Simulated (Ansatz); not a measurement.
VN (rock salt, Fm-3m) at seven volumes, the program Ansatz at the PBE level (PAW), scaled uniformly. One row is withheld.

```
V (Å³/atom)  P (GPa)
-----------  -------
7.935          36.38
8.197          22.26
8.458          10.24
8.720           0.00
8.981          -8.72
9.243              ?
9.505         -22.47
```

Q: Fit the shown pressures and predict the withheld one.

A: P = (3/2)B₀(x^(7/2) − x^(5/2))[1 + (3/4)(B′ − 4)(x − 1)] with x = (V₀/V)^(2/3). Least squares on the six rows gives V₀ = 8.720 Å³/atom, B₀ = 314 GPa, B′ = 4.34. At V = 9.243, x = 0.9619 and P = -16.12 GPa. The run itself gave -16.14 GPa.

The cell was relaxed with PBE under the symmetry of its start. The workflow began spin-polarised and lost its moments.

Potentials: the later of the program's two PAW sets.
